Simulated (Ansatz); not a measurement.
C:
```yaml
crystal:
  lattice:
    - [-1.32913, 2.77497, 2.32784]
    - [1.32913, -2.77497, 2.32784]
    - [1.32913, 2.77497, -2.32784]
  atoms:
    - { symbol: C, position: [0.66998, 0.67431, 0.34429] }
    - { symbol: C, position: [0.33002, 0.32569, 0.65571] }
    - { symbol: C, position: [0.83002, 0.17431, 0.00433] }
    - { symbol: C, position: [0.16998, 0.82569, 0.99567] }
    - { symbol: C, position: [0.25000, 0.25000, 0.00000] }
    - { symbol: C, position: [0.75000, 0.75000, 0.00000] }
```

Relaxed with r²SCAN. Special points in fractions of this cell's reciprocal vectors: Γ (0.000, 0.000, 0.000); X (0.500, -0.500, 0.500); F0 (0.307, -0.307, 0.693); Σ0 (-0.307, 0.307, 0.307); Λ0 (0.426, 0.426, -0.426); G0 (0.574, -0.426, 0.426); R (0.000, 0.500, 0.000); W (0.250, 0.250, 0.250); S (0.500, 0.000, 0.000); T (0.000, 0.000, 0.500).

List the band energies nearest the valence-band maximum at these points for DFT-r²SCAN in the program Ansatz with PAW potentials.

In eV from the valence-band maximum; about four levels below and three above (degenerate sets whole), none deeper than 8.9 eV; points with the same levels are listed once.

```tsv
k	below	above
Γ	-4.44 -4.20 -2.79 -1.28	4.66 5.04 6.60
X	-3.13 -2.49 -1.71 0.00	3.17 4.64 4.73
F0	-4.55 -3.21 -3.09 -2.79	4.13 4.69 4.92
Λ0	-3.12 -2.44 -2.36 -0.17	3.24 4.74 4.99
R	-4.67 -4.67 -3.80 -3.80	3.54 3.54 5.56 5.56
W	-7.38 -7.38 -4.03 -4.03	5.51 5.51 7.18 7.18
S	-3.77 -3.77 -2.17 -2.17	3.87 3.87 6.76 6.76
T	-7.39 -4.24 -3.40 -3.09	4.13 4.72 6.00
```

Space group Ibam. The start of the workflow was typed in or built on a structure type; neither database checked (COD, Materials Project) lists it. It is not the phase usual at ambient conditions (space group No. 194, 227). Symmetry was held in the r²SCAN relaxation; whether a distortion lowers the energy is not shown. The volume moved by 19 % from the start of the relaxation.

Potentials: the later of the program's two PAW sets.
